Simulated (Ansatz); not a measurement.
A scan (energy against volume; even scaling of the relaxed cell, symmetry kept) gave these values. Computed with PBEsol (plane waves to 420 eV, PAW, scalar-relativistic; Ansatz, a program for electronic structure).

| Item | Value |
|---|---|
| Bulk modulus B₀ (third-order Birch-Murnaghan fit) | 28.8 GPa |
| Pressure derivative B₀′ (fit) | 4.4 |
| Equilibrium volume of the fit | 19.80 Å³/atom |

Of these crystals, all scanned alike, which one is it?
A) LiBr (rock salt)
B) Mg₂Sn (antifluorite type, space group Fm-3m)
C) EuO (rock salt)
D) KTaO₃ (cubic perovskite)

A, LiBr (rock salt). The others have, for the bulk modulus: EuO 112 GPa, Mg2Sn 43.5 GPa, KTaO3 203 GPa

All were relaxed with their symmetry unable to fall. At this level the bands of Mg2Sn touch or barely overlap; measurements give the solid a gap. EuO is run spin-polarised and with no Hubbard U. KTaO3 is run without spin polarisation. Relaxed EuO ends ferromagnetic. Spin-orbit coupling is left out. The relaxed volume of EuO is well below the measured one. Other magnetic orders were not checked, so this need not be the ground state. (This holds for the magnetic or f-shell members.) The f-shell state is unchecked: a lower one may exist. (This holds for the magnetic or f-shell members.)

(A scan under strain: stresses follow from slopes of the energy per volume, elastic moduli from its curvatures.)
